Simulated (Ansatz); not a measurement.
**Ir₂Rh: zone-centre modes**

The calculation used Ansatz 0.2.0, DFT PBE, scalar-relativistic, plane waves, PAW. Settings: 420 eV plane-wave cutoff, Γ-centred 18×18×8 mesh, Fermi-Dirac smearing of 0.15 eV. No spin polarisation. Phonons by linear response, acoustic sum rule imposed.

Equilibrium structure at this level:
```xyz
3
Lattice="2.7292 0.0000 0.0000 -1.3646 2.3636 0.0000 0.0000 0.0000 6.6852" Properties=species:S:1:pos:R:3 pbc="T T T"
Ir    0.0000    1.5757    4.4550
Ir    1.3646    0.7879    2.2302
Rh    0.0000    0.0000    0.0000
```

It was reached by relaxing an invented guess, and it needn't be the stable form of this composition. In a metal, frequencies depend on the k mesh and the smearing, soft modes most. Spin–orbit coupling is left out, which matters for heavy elements.

(1) Is this structure stable against zone-centre distortions?

(2) List the optical modes at Γ (i marks imaginary ones).

Results:

(1) Yes, at Γ: no optical mode is imaginary. Strains and other wave vectors aren't tested by this run.

(2)
```json
{"frequency (cm⁻¹)": "97", "degeneracy": "2"}
{"frequency (cm⁻¹)": "105", "degeneracy": "2"}
{"frequency (cm⁻¹)": "176", "degeneracy": "1"}
{"frequency (cm⁻¹)": "209", "degeneracy": "1"}
```
